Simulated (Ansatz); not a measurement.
Ag:
```cif
data_Ag
_chemical_formula_sum 'Ag1'
_space_group_name_H-M_alt 'P 1'
_space_group_IT_number 1
_cell_length_a 2.93322
_cell_length_b 2.93322
_cell_length_c 2.93322
_cell_angle_alpha 60.000
_cell_angle_beta 60.000
_cell_angle_gamma 60.000
loop_
_space_group_symop_operation_xyz
  'x, y, z'
loop_
_atom_site_label
_atom_site_type_symbol
_atom_site_fract_x
_atom_site_fract_y
_atom_site_fract_z
_atom_site_occupancy
Ag1 Ag 0.00000 0.00000 0.00000 1
```

Relaxed with PBE (plane waves, PAW; program Ansatz). Indices refer to the conventional cell of Fm-3m, a = b = c = 4.1482 Å, α = β = γ = 90.00°.

Q: Simulate the powder diffraction pattern (Cu Kα, λ = 1.54184 Å; lines above 1 %) up to 2θ = 90°.

A: Simulated powder pattern, Cu Kα, λ = 1.54184 Å (kinematic, ideal powder, no thermal factors, no anomalous dispersion; the 30 strongest lines at most, above 1 %, up to 2θ = 90°):

```csv
2θ (°),d (Å),I/Imax (%),hkl
37.55,2.395,100,(111)
43.64,2.074,48,(200)
63.42,1.467,30,(220)
76.10,1.251,35,(311)
80.15,1.197,10,(222)
```

Symmetry was held in the PBE relaxation. No spin polarisation was allowed.

Potentials: the earlier of the program's two PAW sets.
